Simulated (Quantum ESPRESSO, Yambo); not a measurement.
KOH (space group Cmc2_1, No. 36): static response along x against the Γ-centred k mesh (Yambo on LDA (pw.x of Quantum ESPRESSO, ONCV potentials, no spin-orbit coupling) bands; 62 bands, 3 Ry block). The smallest direct LDA gap is 3.72 eV. Axes are Cartesian, with cell vectors (Å) (1.96, -5.18, 0.00), (1.96, 5.18, 0.00), (0.00, 0.00, 3.97).

| k mesh | ε(0), independent particles | ε(0), RPA with local fields | rough Yambo cost |
|---|---|---|---|
| 2×2×2 | 2.91 | 2.67 | about 1/8 |
| 4×4×4 | 2.69 | 2.46 | about 1/2 |
| 6×6×6 | 2.69 | 2.46 | 1 |

The last step changes the RPA value by 0.2 %. Electronic response only; costs are rough.

Geometry of the Materials Project entry, not relaxed at this level; primitive cell a = 5.539 Å, b = 5.539 Å, c = 3.973 Å, α = 90.00°, β = 90.00°, γ = 138.58°.

The structure is a Materials Project entry; no match was found in the copy of COD used, and its stability was not checked.
